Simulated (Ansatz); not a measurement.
CdS (rock salt, Fm-3m) at seven volumes, LDA in the plane-wave PAW code Ansatz, scaled uniformly. One row is withheld.

```tsv
V (Å³/atom)	P (GPa)
17.314	10.90
17.885	6.63
18.455	3.04
19.026	0.01
19.597	-2.54
20.168	?
20.739	-6.50
```

Q: Fit the shown pressures and predict the withheld one.

A: P = (3/2)B₀(x^(7/2) − x^(5/2))[1 + (3/4)(B′ − 4)(x − 1)] with x = (V₀/V)^(2/3). Least squares on the six rows gives V₀ = 19.028 Å³/atom, B₀ = 92.4 GPa, B′ = 4.70. At V = 20.168, x = 0.9620 and P = -4.69 GPa. The run itself gave -4.69 GPa.

This is a known high-pressure phase of the composition, computed here at zero pressure and temperature. The cell was relaxed with LDA under the symmetry of its start; of distortions, only those at the zone centre were tested.

Potentials: the later of the program's two PAW sets.
